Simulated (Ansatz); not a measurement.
**Turning moments in NiPt (P4/mmm)**

The source of the geometry is a structure from the Materials Project, repeated to hold the magnetic orders; atoms and cell stay fixed.

Functional, mesh and filling: LDA, 6×10×6 k mesh, Fermi–Dirac smearing of 0.1 eV. PAW means Ansatz 0.2.0 on its default frozen-core files; LAPW is all-electron LAPW in Ansatz 0.2.0. Site moments are integrated in spheres about the atoms, whose radii differ between the methods.

Input of the first run:

```yaml
crystal:
  lattice:
    - [0.0, 2.7099397941, 3.57832]
    - [2.7099397941, 0.0, 0.0]
    - [0.0, 2.7099397941, -3.57832]
  atoms:
    - { symbol: Ni, position: [0.5, 0.5, 0.0], spin: 0.5, spin_axis: [0.0, 0.0, 1.0] }
    - { symbol: Ni, position: [0.0, 0.5, 0.5], spin: 0.5, spin_axis: [0.0, 0.0, 1.0] }
    - { symbol: Pt, position: [0.0, 0.0, 0.0], spin: 0.2, spin_axis: [0.0, 0.0, 1.0] }
    - { symbol: Pt, position: [0.5, 0.0, 0.5], spin: 0.2, spin_axis: [0.0, 0.0, 1.0] }
magnetization:
  noncollinear: true
kpoints:
  mp_grid: { grid: [6, 10, 6] }
scf:
  occupations: { method: fermi_dirac, width: 0.1 }
  lower_state_search: "off"
hamiltonian:
  xc: lda
  pseudopotentials: { kind: paw }
output:
  eigenvalues: false
```

Command: `ansatz run input.yaml --threads 2 --pin off --max-ram 6144MiB --backend cpu --events-out ev --progress --plain --runs-dir out`

The input for «Pt4 tilted by 20° from z and held» by LAPW differs from it in these lines, output keys apart:

```diff
-    - { symbol: Pt, position: [0.5, 0.0, 0.5], spin: 0.2, spin_axis: [0.0, 0.0, 1.0] }
+    - { symbol: Pt, position: [0.5, 0.0, 0.5], spin: 0.2, spin_axis: [0.34202014, 0.0, 0.93969262] }
+  spin_locking: { lock_directions: true }
+  max_iter: 150
-  pseudopotentials: { kind: paw }
+  pseudopotentials: { kind: all_electron, lapw: { basis_error: 0.001 } }
```

The runs use spinors without spin–orbit coupling. In the held states a penalty keeps the direction of every atom that starts with a moment, the untilted ones along z, with sizes free, and the energy is taken at the target. Energies count from the run that starts parallel.

```
                               state  ΔF PAW (meV/atom)  ΔF LAPW (meV/atom)  largest moment, PAW (μB)  size of M, PAW (μB/cell)  directions kept
         parallel moments on spinors                0.0                 0.0                      0.54                      1.51              yes
   Pt4 tilted by 20° from z and held               +0.7                +0.7                      0.49                      1.36              yes
start Ni1↑ Ni2↑ Pt3↑ Pt4↓ on spinors                0.0                   –                      0.54                      1.51               no
```

For the state «Pt4 tilted by 20° from z and held», by PAW: Site moments (μB): Ni1 (0.00, 0.00, 0.49); Ni2 (0.00, 0.00, 0.49); Pt3 (0.00, 0.00, 0.21); Pt4 (0.06, 0.00, 0.19). Cell moment 1.36 μB.

Energy differences of a meV or two per atom are within the error of mesh and smearing.

The PAW files were made with PBE; the program remakes their cores once for the run's functional and then keeps them frozen. The Ansatz runs typed with the search for lower states off end where their start leads. Spin–orbit coupling is left out although heavy atoms are present. These are results for the start and cell typed. The real compound can order otherwise, in a larger cell, or not at all, since semilocal functionals at zero temperature often overstate magnetism. Left out because they lost a held moment or its direction: PAW, Pt4 tilted by 90° from z and held; PAW, Pt4 tilted by 130° from z and held; LAPW, Pt4 tilted by 130° from z and held; PAW, Pt4 tilted by 160° from z and held. Left out because they didn't converge or finish: PAW, Pt4 tilted by 50° from z and held; LAPW, start Ni1↑ Ni2↑ Pt3↑ Pt4↓ on spinors.
